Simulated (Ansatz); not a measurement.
This cell of Sr (fcc, Cu type) is off equilibrium:

```xyz
1
Lattice="0.0000 2.8635 3.2071 2.8635 0.0000 3.2071 2.8635 2.8635 0.0000" Properties=species:S:1:pos:R:3 pbc="T T T"
Sr     0.0000     0.0000     0.0000
```

Level of theory: PBE (plane waves to 420 eV, PAW, scalar-relativistic; Ansatz, a first-principles code). k mesh 13×13×13 (Γ-centred), Fermi-Dirac smearing 0.05 eV. E stands for the smeared free energy. Stress and pressure are positive under compression. With partly filled bands, the response to shear is sensitive to the k mesh, so small differences along c/a are uncertain. Sr was relaxed with its symmetry unable to fall.

Problem. Give the stress tensor in GPa and the pressure.

Solution. 
```
    0.8      0.0      0.0
    0.0      0.8      0.0
    0.0      0.0     -0.2
```
The pressure, a third of the trace, is 0.5 GPa.

Problem. It is the relaxed cell deformed to V/V₀ = 0.960, (c/a)/(c/a)₀ = 1.120, c along z, fractional positions held. What is its energy relative to the relaxed cell?

Solution. 13 meV/atom.

(Under strain, the slope of the energy per volume gives the stress and its curvature an elastic modulus.)
